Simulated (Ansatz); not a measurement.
Input:

Bi2Te3:
```yaml
crystal:
  lattice:
    - [4.38284, 0.00000, 0.00000]
    - [-2.19142, 3.79565, 0.00000]
    - [0.00000, 0.00000, 11.14484]
  atoms:
    - { symbol: Bi, position: [0.33333, 0.66667, 0.18352] }
    - { symbol: Bi, position: [0.66667, 0.33333, 0.81648] }
    - { symbol: Te, position: [0.00000, 0.00000, 0.00000] }
    - { symbol: Te, position: [0.33333, 0.66667, 0.66378] }
    - { symbol: Te, position: [0.66667, 0.33333, 0.33622] }
```

This is the HSE06-relaxed structure. Tensor components refer to the Cartesian frame of this cell.

Question: All from HSE06 in the plane-wave PAW code Ansatz, unless another level is named. Predict the band gap.

Answer: 1.22 eV (indirect).

Question: Give the smallest direct gap on the standard path.

Answer: 1.30 eV.

Question: And the conduction-band minimum?

Answer: at Γ.

Question: Give the valence-band maximum.

Answer: off the standard path, at k = (0.000, 0.143, 0.380) in fractions of the reciprocal vectors.

Space group P-3m1 (La2O3 or Ni2Al3 type). The cell is a constructed one: a structure type filled with these elements; neither database checked (COD, Materials Project) lists it. It is not the phase usual at ambient conditions (space group No. 166). The HSE06 relaxation kept the symmetry of its start; whether a distortion lowers the energy is not shown. The hybrid was solved on a coarse mesh, the path and, where they were found, the r²SCAN edge points; its band edges are the extreme levels among these. Spin–orbit coupling is left out wherever it is not named.

Potentials: the later of the program's two PAW sets.
